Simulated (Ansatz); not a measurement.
Molecular dynamics on a 2×2×1 supercell (12 atoms) of SnCl₂ (CdI2 type), relaxed with r2SCAN+rVV10. Forces come from r2SCAN in the plane-wave code Ansatz: constant energy and volume (NVE), velocities drawn at 600 K, steps of 1 fs. Spin polarisation is off, nuclei are classical, and the run is far too short for thermal averages. The structure comes from a prototype and may be hypothetical.

```yaml
crystal:
  lattice:
    - [8.4605486792, -1.0e-10, 0.0]
    - [-4.2302743396, 7.3270500862, 0.0]
    - [0.0, 0.0, 5.7342731397]
  atoms:
    - { symbol: Sn, position: [0.0, 0.0, 0.0] }
    - { symbol: Cl, position: [0.1666666667, 0.3333333333, 0.259552027] }
    - { symbol: Cl, position: [0.3333333333, 0.1666666667, 0.740447973] }
    - { symbol: Sn, position: [0.0, 0.5, 0.0] }
    - { symbol: Cl, position: [0.1666666667, 0.8333333333, 0.259552027] }
    - { symbol: Cl, position: [0.3333333333, 0.6666666667, 0.740447973] }
    - { symbol: Sn, position: [0.5, 0.0, 0.0] }
    - { symbol: Cl, position: [0.6666666667, 0.3333333333, 0.259552027] }
    - { symbol: Cl, position: [0.8333333333, 0.1666666667, 0.740447973] }
    - { symbol: Sn, position: [0.5, 0.5, 0.0] }
    - { symbol: Cl, position: [0.6666666667, 0.8333333333, 0.259552027] }
    - { symbol: Cl, position: [0.8333333333, 0.6666666667, 0.740447973] }
kpoints:
  mp_grid: { grid: [3, 3, 2] }
hamiltonian:
  xc: r2scan
scf:
  occupations: { method: fermi_dirac, width: 0.052 }
md:
  ensemble: nve
  temperature: 600
  timestep: 1.0
  n_steps: 20
  initial_velocities: maxwell_boltzmann
  seed: 2822
```

Run as `ansatz run input.yaml --threads 4 --pin off --max-ram 3686MiB --backend cpu --events-out ev --progress --plain --runs-dir out`.

**Question.** It ran on 4 threads of Arm Neoverse V1 (shared host). About how long did it take, and what peak of host memory did it reach?

**Answer.** About 4.3 min, with a peak of 1.6 GiB.

| step | t (fs) | T (K) | free energy F from step 0 (meV/atom) | kinetic energy (meV/atom) | largest force (eV/Å) |
| --- | --- | --- | --- | --- | --- |
| 0 | 0 | 600 | 0.0 | 71.1 | 0.02 |
| 1 | 1 | 600 | 0.0 | 71.1 | 0.03 |
| 2 | 2 | 600 | 0.1 | 71.0 | 0.04 |
| 3 | 3 | 599 | 0.1 | 71.0 | 0.06 |
| 4 | 4 | 598 | 0.3 | 70.8 | 0.08 |
| 5 | 5 | 596 | 0.4 | 70.6 | 0.10 |
| 6 | 6 | 594 | 0.7 | 70.4 | 0.12 |
| 7 | 7 | 592 | 0.9 | 70.2 | 0.14 |
| 8 | 8 | 590 | 1.2 | 69.9 | 0.16 |
| 9 | 9 | 587 | 1.6 | 69.5 | 0.18 |
| 10 | 10 | 584 | 1.9 | 69.2 | 0.20 |
| 11 | 11 | 580 | 2.4 | 68.7 | 0.22 |
| 12 | 12 | 576 | 2.8 | 68.3 | 0.25 |
| 13 | 13 | 572 | 3.3 | 67.8 | 0.27 |
| 14 | 14 | 568 | 3.8 | 67.3 | 0.29 |
| 15 | 15 | 563 | 4.4 | 66.7 | 0.31 |
| 16 | 16 | 558 | 4.9 | 66.2 | 0.33 |
| 17 | 17 | 553 | 5.5 | 65.5 | 0.36 |
| 18 | 18 | 548 | 6.2 | 64.9 | 0.38 |
| 19 | 19 | 542 | 6.8 | 64.3 | 0.40 |
| 20 | 20 | 537 | 7.5 | 63.6 | 0.42 |

The temperature goes from 600 K to 537 K in 20 fs. The conserved energy stays within 0.00 meV an atom. By the last step the atoms have moved 0.11 Å in the root mean square, the drift of the whole cell taken out, 0.17 Å at most.

Positions (Å) and forces (eV/Å) at step 20:
```
Sn  -0.005   0.031  -0.078     0.013  -0.273   0.152
Cl   0.047   2.550   1.426     0.168  -0.203   0.329
Cl   2.132   1.191   4.319    -0.169  -0.121  -0.249
Sn  -2.103   3.682   0.052    -0.221   0.160  -0.129
Cl  -2.199   6.204   1.453     0.037  -0.147   0.035
Cl  -0.067   5.053   4.248    -0.142  -0.320  -0.107
Sn   4.272  -0.061   0.008     0.065  -0.018   0.183
Cl   4.184   2.432   1.431    -0.099   0.326   0.189
Cl   6.326   1.208   4.224    -0.025   0.188  -0.091
Sn   2.104   3.612   0.000     0.187   0.291   0.037
Cl   2.048   6.010   1.566     0.150  -0.047  -0.183
Cl   4.325   4.871   4.326     0.037   0.164  -0.166
```
